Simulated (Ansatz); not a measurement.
TaTe in space group Cmcm (No. 63; Te on 4c, Ta on 4c) at seven volumes, the program Ansatz at the r²SCAN level (PAW), shape and atoms relaxed at each. One row is withheld.

| V (Å³/atom) | P (GPa) |
|---|---|
| 19.789 | ? |
| 20.442 | 8.01 |
| 21.094 | 3.65 |
| 21.746 | 0.00 |
| 22.399 | -3.06 |
| 23.051 | -5.62 |
| 23.703 | -7.71 |

Problem. Fit the shown pressures and predict the withheld one.

Solution. P = (3/2)B₀(x^(7/2) − x^(5/2))[1 + (3/4)(B′ − 4)(x − 1)] with x = (V₀/V)^(2/3). Least squares on the six rows gives V₀ = 21.745 Å³/atom, B₀ = 111 GPa, B′ = 5.01. At V = 19.789, x = 1.0649 and P = 13.26 GPa. The run itself gave 13.10 GPa.

The start of the workflow was typed in or built on a structure type; neither database checked (COD, Materials Project) lists it. Whether it is the stable phase at ambient conditions was not checked. The r²SCAN relaxation kept the symmetry of its start; its stability against distortions is not shown here. The run is not spin-polarised. Spin–orbit coupling is left out wherever it is not named.

Potentials: the earlier of the program's two PAW sets.
